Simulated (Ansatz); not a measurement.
Au (fcc (Cu type), Fm-3m) under volume change, plane-wave PAW LDA (Ansatz code), scaled uniformly.

```
V (Å³/atom)  E − E(relaxed) (meV/atom)  P (GPa)
-----------  -------------------------  -------
15.072                           100.3    23.98
15.569                            41.4    14.33
16.066                             9.6     6.43
16.562                             0.0     0.00
17.059                             8.4    -5.24
17.556                            31.5    -9.51
18.053                            66.6   -12.99
```

**Question.** What does a third-order Birch–Murnaghan fit give for V₀, B₀ and B′?

**Answer.** V₀ = 16.56 Å³/atom, B₀ = 194 GPa, B′ = 5.8.

Symmetry was held in the LDA relaxation. Scalar-relativistic: spin–orbit coupling is off unless named, which matters more the heavier the elements.

Potentials: the earlier of the program's two PAW sets. The files were generated under PBE; for other functionals the program regenerates the frozen cores, and for LDA and PBEsol the local potential too.
